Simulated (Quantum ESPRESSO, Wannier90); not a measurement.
# Wannierisation of TlSbTe$_{2}$ (R-3m)

```xyz
4
Lattice="-2.2326 3.8670 0.0000 -4.4652 0.0000 0.0000 -2.2326 1.2890 7.9094" Properties=species:S:1:pos:R:3 pbc="T T T"
Tl     0.0000     0.0000     0.0000
Sb    -4.4652     2.5780     3.9547
Te     2.2326    -1.2890    -2.2338
Te    -2.2326     1.2890     2.2338
```

Materials Project entry mp-4573; symmetrised, unrelaxed at this level. COD (Crystallography Open Database) has an entry of this formula and space group (matched by these alone). Computed values, not measurements, from PBEsol: Quantum ESPRESSO (norm-conserving PseudoDojo potentials, cutoff 64 Ry, spinors with spin-orbit coupling) on a Γ-centred 4×4×4 mesh, then Wannier90. Density: 8×8×8 mesh, cold smearing 0.01 Ry. With spin-orbit coupling a semilocal functional can close or falsely invert a small gap; the band order was not checked against a better method. The gap is small at this level and was sampled on the meshes and a path alone.

A tight-binding model is made by disentanglement and projection with no localisation steps (num_iter = 0), so the 28 orbitals stay atom-like: hydrogen-like Tl: s;p; Sb: s;p; Te: p, axes along x, y, z; frozen window up to 4.13 eV relative to the valence-band maximum. It follows pw.x to 35 meV rms for states up to 1.1 eV relative to the valence-band maximum. Matrix elements depend on this choice of orbitals and windows.

What are the on-site energies relative to the valence-band maximum, and how fast do the hoppings decay?


```
atom         orbitals  energy (eV)
----  ---------------  -----------
Tl1             s↑ s↓        -4.63
Tl1           pz↑ pz↓         2.45
Tl1   px↑ px↓ py↑ py↓         2.30
Sb2             s↑ s↓        -7.48
Sb2           pz↑ pz↓        -0.10
Sb2   px↑ px↓ py↑ py↓         0.03
Te3           pz↑ pz↓        -0.91
Te3   px↑ px↓ py↑ py↓        -0.95
Te4           pz↑ pz↓        -0.90
Te4   px↑ px↓ py↑ py↓        -0.95
```

```json
[
 {"distance of the centres (Å)": "3–4", "largest modulus (eV)": "1.2"},
 {"distance of the centres (Å)": "4–5", "largest modulus (eV)": "0.47"},
 {"distance of the centres (Å)": "5–6", "largest modulus (eV)": "0.094"},
 {"distance of the centres (Å)": "6–7", "largest modulus (eV)": "0.19"}
]
```

Effective spin-orbit constants λ of λ L·S, from the same-site elements px↑–py↑ (λ/2) and dx2-y2↑–dxy↑ (λ), where they are among the larger elements: Tl1 p 0.79 eV, Te3 p 0.51 eV, Te4 p 0.51 eV, Sb2 p 0.43 eV.
